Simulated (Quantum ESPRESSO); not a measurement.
# Ta3AsAu2O13 and the effect of the Hubbard U on Au d, Ta d

```
Ta As Au O
1.0
     6.43030   -1.94333   -0.00483
     6.43030    1.94333   -0.00483
    -2.54785    0.00000   10.68617
Ta As Au O
3 1 2 13
Direct
  0.42174 0.42174 0.35289
  0.60514 0.60514 0.67616
  0.33575 0.33575 0.98865
  0.62199 0.62199 0.00347
  0.71608 0.71608 0.34780
  0.30523 0.30523 0.63263
  0.69967 0.69967 0.15479
  0.56266 0.56266 0.34673
  0.27377 0.27377 0.44492
  0.32994 0.32994 0.81777
  0.48263 0.48263 0.55126
  0.75351 0.75351 0.62745
  0.36278 0.36278 0.18289
  0.87969 0.87969 0.36594
  0.57427 0.57427 0.83568
  0.11671 0.11671 0.67068
  0.49325 0.49325 0.03078
  0.16601 0.16601 0.98717
  0.79918 0.79918 0.98234
```

The cell comes from a database or a generator and needn't be the stable form of this composition.

Kept alike: task single point; functional PBE; k mesh 5 × 5 × 2; occupations fermi-dirac, width 0.05 eV; no spin polarisation. Program: Quantum ESPRESSO, SSSP 1.3 efficiency PBE, cutoff 816 eV. The mesh is that of the run's cell of 19 atoms. No spin-orbit coupling.

| run | pressure (GPa) |
| --- | --- |
| A | 1.49 |
| B | 3.06 |
| C | 2.22 |

Pressure is positive in compression; the values hold the error of the finite cutoff, so their zero can differ a little from the energy's minimum. U acts here on a shell without spin polarisation. How U acts hangs on the program's projectors.

Task: The runs differ in the Hubbard U on Au d, Ta d alone: 2; 4; 6 eV. Which run is which?

Result: Run A is 2 eV; run B is 6 eV; run C is 4 eV. The pressure rises from 1.49 to 3.06 GPa between 2 and 6 eV. U localises the shell and weakens its bonds, so the cell pushes outwards.
